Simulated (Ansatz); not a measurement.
A geometry of SnO away from equilibrium: the start of the relaxation of a relaxed SnO cell, doubled along one cell vector, shaken by Gaussian noise of σ = 0.08 Å a coordinate. Method: r2SCAN (plane waves to 500 eV, PAW, scalar-relativistic; Ansatz, a program for electronic structure). Γ-centred k-mesh 7×7×3 on the run's cell (coarser than for final values), Fermi–Dirac smearing 0.05 eV.

```xyz
8
Lattice="4.1260 0.0000 0.0000 -2.0630 3.5732 0.0000 0.0000 0.0000 10.3850" Properties=species:S:1:pos:R:3:forces:R:3 pbc="T T T" free_energy=-26424.095 pressure_GPa=0.8
Sn    -0.0559     2.3286     1.2452    0.0913    0.0499    0.5455
Sn    -0.0072     2.5247     6.6120   -0.0333   -0.4709   -0.6220
Sn     1.9201     1.1191     3.9026    0.4662    0.2423   -0.1894
Sn     2.1434     1.0645     9.0480   -0.2374    0.6296    0.3353
O      0.1109     2.3757     3.8449   -0.3485   -0.1135   -0.2379
O      0.0414     2.4248     9.0964    0.1145   -0.2461   -0.3722
O      2.0035     1.2089     1.3244   -0.0773   -0.1455    0.0855
O      1.9881     1.2897     6.5308    0.0244    0.0542    0.4551
```

Positions in Å, forces in eV/Å, free energy of the cell in eV (comparable only within this code, potentials and settings). Largest force: 0.78 eV/Å, on Sn2 (atoms numbered as listed); the geometry lies 0.52 eV/atom above the end of its relaxation.

No spin polarisation in the result.

The end of the path is a generated cell of SnO: the first start was made by placing the elements on the sites of a structure type, and the end was not matched to a known phase here, so it may be hypothetical. Known forms of SnO include space group No. 129.
